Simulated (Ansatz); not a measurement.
Surface calculation: bcc Eu (111), 4 layers

The slab is cut from the bcc crystal, which needn't be the stable phase, as relaxed on PAW files (38.03 Å³/atom), with 16 Å of vacuum and a dipole correction:

```xyz
4
Lattice="5.9920 0.0000 0.0000 -2.9960 5.1892 0.0000 0.0000 0.0000 19.6693" Properties=species:S:1:pos:R:3 pbc="T T T"
Eu    0.0000    0.0000    8.0000
Eu    0.0000    3.4595    9.2231
Eu    2.9960    1.7297   10.4462
Eu    0.0000    0.0000   11.6693
```

Computed with Ansatz 0.2.0; functional PBEsol, scalar-relativistic. Settings: a Γ-centred 7×7×1 k mesh, Fermi–Dirac smearing of 0.1 eV, spin-polarised from start moments Eu1 7, Eu2 7, Eu3 7, Eu4 7 μB. Methods: LAPW: all electrons, basis error target 1 meV/atom; PAW: frozen-core files, cutoff 420 eV.

The bulk energy comes from a cell in the slab's orientation on a 7×7×9 mesh. The surface energy is (E(slab) − N·E(bulk))/2A at zero smearing, the mean of both faces; thin slabs carry quantum-size effects.

The open f shell is treated without a Hubbard term, so these are results of the method, and the state needn't be the lowest. Spin–orbit coupling is left out, which matters for the heavy atoms. The PAW files were made under PBE. The cell is 1×1, so reconstructions are forbidden, and in slabs of four or five layers the relaxations can be far larger than at a real surface.

Question: As cut, the LAPW slab lies 2.775 eV above 4 atoms of bulk. What surface energy is that?

Answer: Over two faces of 31.09 Å² it is 44.6 meV/Å², and times 16.02 J/m² per eV/Å² that gives γ = 0.715 J/m².

Question: What do relaxation and the other method give, and what work function comes out?

Answer: 

```csv
method,γ as cut (J/m²),γ relaxed (J/m²),Φ as cut (eV),Φ relaxed (eV)
LAPW,0.715,0.646,2.75,2.73
PAW,0.719,0.648,2.75,2.73
```

Question: How do the spacings between the planes relax?

Answer: From the bottom face up: d12 +49.2 % of 1.223 Å, d23 -100.2 % of 1.223 Å, d34 +49.2 % of 1.223 Å.

Question: How do the moments vary through the slab?

Answer: Eu1 7.13, Eu2 7.17, Eu3 7.17, Eu4 7.13 μB in the LAPW spheres; the bulk has Eu 7.07 μB.

Question: What changes if relativity is switched off, at the same positions?

Answer: LAPW then gives: no gap, work function 2.53 eV.
